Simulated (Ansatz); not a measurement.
Question: Name crystals whose computed values (plane-wave PAW r²SCAN (Ansatz code)) fall in these windows: G_Hill (GPa) 76 to 100; gap (eV) 2.0 to 2.6; Θ_D (K) 550 to 720.

Answer: 

| crystal | G_Hill (GPa) | gap (eV) | Θ_D (K) |
|---|---|---|---|
| Sr3Ti2O7, I4/mmm (Pearson symbol tI24) | 92.7 | 2.35 | 604 |
| GaN, P4_2/mnm (Ga on 4g, N on 4f) | 94.0 | 2.34 | 583 |
Others may fit too.

Typed or built starts, not in the databases checked: GaN, P4_2/mnm (Ga on 4g, N on 4f). Not the usual ambient phase: GaN, P4_2/mnm (Ga on 4g, N on 4f). Standing as an ambient phase not checked: Sr3Ti2O7, I4/mmm (Pearson symbol tI24). All cells were relaxed under the symmetry of their starts (and spin orders); stability against distortions was not tested throughout. Rows with no word on spin ran without spin polarisation. Spin–orbit coupling is left out wherever it is not named.

Potentials: the later of the program's two PAW sets.
